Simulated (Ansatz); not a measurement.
Relaxation of a generated cell, Hf placed in the simple-cubic structure type; 1 atom in the cell, which starts as Pm-3m (No. 221), cP1; a = b = c = 2.9295 Å, α = β = γ = 90.00°. Computed with PBEsol (plane waves to 420 eV, PAW, scalar-relativistic; Ansatz, a first-principles code). Γ-centred k-mesh 11×11×11 on the run's cell (coarser than for final values), Fermi–Dirac smearing 0.05 eV. This is the first round of the run. 

The optimiser's lines from the output (shortened; P is positive under compression):

```
relax step   1: F+E_penalty+E_count = -15597.69422383 eV  Δ(F+E_penalty+E_count) = +0.000e0 eV  max|allowed force component| = 0.000e0 eV/Å  Δτ_max = 0.0000 Å  P = -4.826 GPa  Ω = 25.141 Å³  (7 SCF iters, dr2 threshold 1.00e-7 eV, accepted)
relax step   2: F+E_penalty+E_count = -15597.70567406 eV  Δ(F+E_penalty+E_count) = -1.145e-2 eV  max|allowed force component| = 0.000e0 eV/Å  Δτ_max = 0.0000 Å  P = +4.474 GPa  Ω = 22.273 Å³  (6 SCF iters, dr2 threshold 1.00e-7 eV, accepted)
relax step   3: F+E_penalty+E_count = -15597.72117611 eV  Δ(F+E_penalty+E_count) = -1.550e-2 eV  max|allowed force component| = 0.000e0 eV/Å  Δτ_max = 0.0000 Å  P = -0.369 GPa  Ω = 23.566 Å³  (6 SCF iters, dr2 threshold 1.00e-7 eV, accepted)
relax step   4: F+E_penalty+E_count = -15597.72132436 eV  Δ(F+E_penalty+E_count) = -1.482e-4 eV  max|allowed force component| = 0.000e0 eV/Å  Δτ_max = 0.0000 Å  P = -0.023 GPa  Ω = 23.462 Å³  (4 SCF iters, dr2 threshold 1.00e-7 eV, accepted)
relax step   5: F+E_penalty+E_count = -15597.72132626 eV  Δ(F+E_penalty+E_count) = -1.902e-6 eV  max|allowed force component| = 0.000e0 eV/Å  Δτ_max = 0.0000 Å  P = +0.000 GPa  Ω = 23.455 Å³  (4 SCF iters, dr2 threshold 1.37e-9 eV, accepted)
relax step   6: F+E_penalty+E_count = -15597.72100369 eV  Δ(F+E_penalty+E_count) = +3.226e-4 eV  max|allowed force component| = 0.000e0 eV/Å  Δτ_max = 0.0000 Å  P = -0.000 GPa  Ω = 23.455 Å³  stress off target by 3.10e-4 GPa  SCF on the basis re-selected at this cell (its energy is not comparable with the rows above)  (6 SCF iters)
```

From the first to the last row the energy changes by -0.03 eV/atom and the volume by -6.7 %. The last row is marked as not comparable with the walk above it, whose basis was carried along; it does compare with step 1, since both stand on a basis selected at the nominal cutoff for their own cell.

Later rounds, restarted from the end of this one on a renewed k-mesh, logged 4 more steps and released under 0.01 eV/atom more. The final structure after all rounds: Pm-3m (No. 221), cP1, simple cubic type; a = b = c = 2.8649 Å, α = β = γ = 90.00°. Between re-selections the logged energies stand on a plane-wave basis carried along with the cell. No spin polarisation in the result.

The run could not lose the symmetry of its start, so the end can be a saddle point.

The relaxed structure here is a generated cell of Hf: the first start was made by placing the elements on the sites of a structure type, and the end was not matched to a known phase here, so it may be hypothetical. Known forms of Hf include space group No. 194.
